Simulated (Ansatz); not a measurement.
# Does relaxation matter for the field gradients of ZnS with Te replacing S?

Start: a supercell of ZnS (wurtzite type, P6_3mc) built from an entry of the Crystallography Open Database (COD), with all atoms left at the host's positions.

Space group P3m1 (No. 156); a = 7.6220, c = 12.4680 Å, γ = 120.00°.

| site | Wyckoff | site symmetry | x | y | z |
| --- | --- | --- | --- | --- | --- |
| Zn1 | 1a | 3m. | 0.0000 | 0.0000 | 0.0000 |
| Zn2 | 1a | 3m. | 0.0000 | 0.0000 | 0.5000 |
| Zn3 | 3d | .m. | 0.0000 | 0.5000 | 0.0000 |
| Zn4 | 3d | .m. | 0.0000 | 0.5000 | 0.5000 |
| Zn9 | 3d | .m. | 0.1667 | 0.8333 | 0.2500 |
| Zn10 | 3d | .m. | 0.1667 | 0.8333 | 0.7500 |
| Zn15 | 1c | 3m. | 0.6667 | 0.3333 | 0.2500 |
| Zn16 | 1c | 3m. | 0.6667 | 0.3333 | 0.7500 |
| Te | 1a | 3m. | 0.0000 | 0.0000 | 0.1925 |
| S18 | 1a | 3m. | 0.0000 | 0.0000 | 0.6925 |
| S19 | 3d | .m. | 0.0000 | 0.5000 | 0.1925 |
| S20 | 3d | .m. | 0.0000 | 0.5000 | 0.6925 |
| S25 | 3d | .m. | 0.1667 | 0.8333 | 0.4425 |
| S26 | 3d | .m. | 0.1667 | 0.8333 | 0.9425 |
| S31 | 1c | 3m. | 0.6667 | 0.3333 | 0.4425 |
| S32 | 1c | 3m. | 0.6667 | 0.3333 | 0.9425 |

One atom of each set is listed.

The numbers come from a DFT calculation in Ansatz (PBE, plane waves and PAW, scalar-relativistic, 420 eV cutoff, Γ-centred 3×3×2 k-points, Fermi–Dirac smearing 0.01 eV).

The largest force at the start is 2.8 eV/Å. Relaxing the ions at fixed cell moves them by 0.227 Å at most (atom 1, Zn) and 0.087 Å rms.

```json
{"site": "Zn1", "moved (Å)": "0.227", "first shell before": "3 S at 2.31 Å, 1 Te at 2.40 Å", "first shell after": "3 S at 2.31 Å, 1 Te at 2.55 Å", "V_zz before (10²¹ V/m²)": "-1.11", "η before": "0.00"}
{"site": "Zn2", "moved (Å)": "0.016", "first shell before": "4 S at 2.31–2.40 Å", "first shell after": "4 S at 2.33–2.34 Å", "V_zz before (10²¹ V/m²)": "1.83", "η before": "0.00"}
{"site": "Zn3", "moved (Å)": "0.034", "first shell before": "4 S at 2.31–2.40 Å", "first shell after": "4 S at 2.33 Å", "V_zz before (10²¹ V/m²)": "1.86", "η before": "0.01"}
{"site": "Zn4", "moved (Å)": "0.066", "first shell before": "4 S at 2.31–2.40 Å", "first shell after": "4 S at 2.31–2.33 Å", "V_zz before (10²¹ V/m²)": "1.81", "η before": "0.00"}
{"site": "Zn9", "moved (Å)": "0.194", "first shell before": "3 S at 2.31–2.40 Å, 1 Te at 2.31 Å", "first shell after": "3 S at 2.30–2.31 Å, 1 Te at 2.52 Å", "V_zz before (10²¹ V/m²)": "-3.46", "η before": "0.80"}
{"site": "Zn10", "moved (Å)": "0.018", "first shell before": "4 S at 2.31–2.40 Å", "first shell after": "4 S at 2.32–2.34 Å", "V_zz before (10²¹ V/m²)": "1.77", "η before": "0.01"}
{"site": "Zn15", "moved (Å)": "0.032", "first shell before": "4 S at 2.31–2.40 Å", "first shell after": "4 S at 2.33 Å", "V_zz before (10²¹ V/m²)": "1.78", "η before": "0.00"}
{"site": "Zn16", "moved (Å)": "0.080", "first shell before": "4 S at 2.31–2.40 Å", "first shell after": "4 S at 2.32–2.33 Å", "V_zz before (10²¹ V/m²)": "1.88", "η before": "0.00"}
{"site": "Te", "moved (Å)": "0.076", "first shell before": "4 Zn at 2.31–2.40 Å", "first shell after": "4 Zn at 2.52–2.55 Å", "V_zz before (10²¹ V/m²)": "1.20", "η before": "0.00"}
{"site": "S19", "moved (Å)": "0.034", "first shell before": "4 Zn at 2.31–2.40 Å", "first shell after": "4 Zn at 2.30–2.33 Å", "V_zz before (10²¹ V/m²)": "0.72", "η before": "0.32"}
{"site": "S20", "moved (Å)": "0.033", "first shell before": "4 Zn at 2.31–2.40 Å", "first shell after": "4 Zn at 2.31–2.33 Å", "V_zz before (10²¹ V/m²)": "-0.58", "η before": "0.01"}
{"site": "S25", "moved (Å)": "0.039", "first shell before": "4 Zn at 2.31–2.40 Å", "first shell after": "4 Zn at 2.31–2.33 Å", "V_zz before (10²¹ V/m²)": "-0.83", "η before": "0.15"}
{"site": "S26", "moved (Å)": "0.103", "first shell before": "4 Zn at 2.31–2.40 Å", "first shell after": "4 Zn at 2.31–2.33 Å", "V_zz before (10²¹ V/m²)": "-0.86", "η before": "0.23"}
{"site": "S31", "moved (Å)": "0.038", "first shell before": "4 Zn at 2.31–2.40 Å", "first shell after": "4 Zn at 2.33 Å", "V_zz before (10²¹ V/m²)": "-0.56", "η before": "0.00"}
{"site": "S32", "moved (Å)": "0.004", "first shell before": "4 Zn at 2.31–2.40 Å", "first shell after": "4 Zn at 2.32–2.33 Å", "V_zz before (10²¹ V/m²)": "-0.63", "η before": "0.00"}
```

**Question.** What are V_zz and η after the relaxation?

**Answer.** 

| site | V_zz after | η after | change of V_zz |
| --- | --- | --- | --- |
| Zn1 | 1.42 | 0.00 | +2.53 |
| Zn2 | 0.33 | 0.00 | -1.50 |
| Zn3 | -0.39 | 0.16 | -2.25 |
| Zn4 | -0.31 | 0.72 | -2.12 |
| Zn9 | 0.63 | 0.33 | +4.09 |
| Zn10 | 0.50 | 0.33 | – |
| Zn15 | 0.14 | 0.00 | -1.64 |
| Zn16 | -0.46 | 0.00 | -2.34 |
| Te | 4.86 | 0.00 | +3.66 |
| S19 | -2.99 | 0.50 | – |
| S20 | -0.29 | 0.83 | +0.29 |
| S25 | -1.04 | 0.69 | -0.21 |
| S26 | 1.36 | 0.98 | – |
| S31 | 0.29 | 0.00 | +0.85 |
| S32 | 0.21 | 0.00 | +0.84 |

The largest change of V_zz along a kept axis is on Zn9, from -3.46 to 0.63. Where |V_zz| stays above 0.1 and the axes keep their order, η moves most on S20, from 0.01 to 0.83. On Zn9 V_xx and V_yy change places (or their axes turn by over 50°), so the two values of η hide a larger change. V_zz changes sign on Zn9 (same axis), Zn16 (same axis), Zn3 (axis turned by 40°), Zn4 (axis turned by 13°), Zn1 (same axis), S32 (same axis), S31 (same axis). On Zn10, S26, S19 the largest principal value lies along another axis in the second run, so the two V_zz can't be compared directly. The table leaves out 1 of the 16 sites, with |V_zz| up to 0.50; their tensors move by 0.44 at most along any direction. The statements above cover all sites. The host's own positions weren't relaxed first, so part of the change far from the defect can be the host's relaxation.

The defect repeats with the cell of 32 atoms, so it feels its images: sites between two images don't show the values beside a lone defect, and zeros or small values of η there can come from the images' arrangement. S and Zn carry a gradient in the pure host already, so the values there aren't the defect's effect alone. Without spin–orbit coupling the gradients at and beside Te can be off by some per cent, at some sites by more.
Before: The neighbours have not yet relaxed around the defect (largest force 2.8 eV/Å), so a real crystal will differ.
After: The relaxation keeps the site symmetry 3m of the start, so the impurity can move only along its axis; a start off the site could end lower.
